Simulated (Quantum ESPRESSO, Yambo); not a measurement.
## G0W0 results for CsBr at -3 % isotropic strain

```
CsBr
1.0
    4.11205     0.00000     0.00000
    0.00000     4.11205     0.00000
    0.00000     0.00000     4.11205
Br Cs
1 1
Cartesian
  2.05603   2.05603   2.05603
  0.00000   0.00000   0.00000
```

The PBEsol cell relaxed from Materials Project entry mp-22906 was given an isotropic strain of -3 % on all lattice vectors, and the atoms were relaxed again.

Starting point: PBEsol (Quantum ESPRESSO, PseudoDojo norm-conserving, 50 Ry, no spin-orbit coupling). G0W0 in Yambo: 4×4×4 Γ-centred k mesh, 177 bands and a 10 Ry block in the screening, 177 bands in G with the Bruneval-Gonze terminator, plasmon pole fitted at 27.2 eV.

| Item | Result |
|---|---|
| PBEsol gap along the band path | 4.60 eV |
| PBEsol gap between the mesh's edge points (Γ → Γ) | 4.60 eV |
| G0W0 gap between the same points | 6.88 eV |

```json
[
 {"k point": "Γ", "band": "VB", "E PBEsol (eV)": "0.00", "E QP (eV)": "-1.64", "shift (eV)": "-1.64", "Z": "0.82"},
 {"k point": "Γ", "band": "CB", "E PBEsol (eV)": "4.60", "E QP (eV)": "5.24", "shift (eV)": "0.64", "Z": "0.85"},
 {"k point": "M", "band": "VB", "E PBEsol (eV)": "-0.08", "E QP (eV)": "-1.72", "shift (eV)": "-1.64", "Z": "0.82"},
 {"k point": "M", "band": "CB", "E PBEsol (eV)": "5.16", "E QP (eV)": "5.84", "shift (eV)": "0.68", "Z": "0.85"},
 {"k point": "R", "band": "VB", "E PBEsol (eV)": "-1.58", "E QP (eV)": "-3.34", "shift (eV)": "-1.76", "Z": "0.81"},
 {"k point": "R", "band": "CB", "E PBEsol (eV)": "8.86", "E QP (eV)": "9.76", "shift (eV)": "0.90", "Z": "0.84"}
]
```

Energies count from the PBEsol valence-band maximum.

Convergence of the G0W0 settings was not tested.

Spin-orbit splittings are left out.
